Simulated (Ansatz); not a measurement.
Level of theory: Ansatz, DFT, BLYP, plane waves (420 eV) with PAW, scalar-relativistic. The PAW files were generated under PBE, with cores re-solved for the functional.

An element in the omega (AlB2-type) structure gives this curve. The cell is scaled uniformly from the relaxed one, with fractional coordinates and shape fixed. Energies are extrapolated to zero smearing, pressures are those at the given smearing. Magnetic state: spin not included.

```
V (Å³/atom)  E − E₀ (meV/atom)  P (GPa)
     14.563               57.9    10.91
     15.225               22.8     6.43
     15.887                4.5     2.77
     16.549                0.1    -0.20
     17.211                6.7    -2.60
     17.873               22.3    -4.56
     18.535               45.2    -6.17
```

(1) Which element is it?
A. phosphorus
B. iridium
C. zinc
D. titanium

Results:

(1) A. Its fit is V₀ = 16.46 Å³/atom, B₀ = 68 GPa, B₀′ = 4.3.
